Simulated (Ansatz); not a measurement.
Problem. HfO$_{2}$ (fluorite, space group No. 225) is relaxed with the program Ansatz at the PBE level (PAW). What lattice parameters of the conventional cell result?

Solution. a = 5.098 Å.

Problem. Is it a metal or does it have a gap at this level?

Solution. A gap of 3.75 eV, direct.

Space group Fm-3m (fluorite). This is a known high-temperature phase of the composition, computed here at zero pressure and temperature. The PBE relaxation kept the symmetry of its start; whether a distortion lowers the energy is not shown. No spin polarisation was allowed. Scalar-relativistic: spin–orbit coupling is off unless named, which matters more the heavier the elements.

Potentials: the later of the program's two PAW sets.
